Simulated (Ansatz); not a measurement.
MnHg (CsCl type, space group No. 221) under volume change, plane-wave PAW r²SCAN (Ansatz code), scaled uniformly.

| V (Å³/atom) | E − E(relaxed) (meV/atom) | P (GPa) |
|---|---|---|
| 16.607 | (withheld) | (withheld) |
| 17.154 | (withheld) | (withheld) |
| 17.702 | 4.3 | 2.59 |
| 18.249 | 0.0 | -0.01 |
| 18.797 | 3.8 | -2.17 |
| 19.344 | 14.4 | -3.96 |
| 19.892 | 30.6 | -5.45 |

Task: Complete the blanks.

Result: 
- 16.607, E − E(relaxed) (meV/atom): 44.0
- 16.607, P (GPa): 9.46
- 17.154, E − E(relaxed) (meV/atom): 18.3
- 17.154, P (GPa): 5.71

Task: What does a third-order Birch–Murnaghan fit give for V₀, B₀ and B′?

Result: V₀ = 18.25 Å³/atom, B₀ = 78.9 GPa, B′ = 5.1.

Space group Pm-3m (CsCl type). The workflow started from an entry of the Crystallography Open Database (COD), which files this formula under 2 space groups. Its standing as an ambient phase is unchecked. The r²SCAN relaxation kept the symmetry of its start, as lowered by the spin order; its stability against distortions is not shown here. Spin order of the final state: antiferromagnetic, chosen from 3 collinear starts compared on coarse meshes (ties went to the first, and starts can fall back to one state), not a proven ground state. The program gave a warning on the electronic state, which may not be the lowest. Spin–orbit coupling is left out wherever it is not named.

Potentials: the later of the program's two PAW sets.
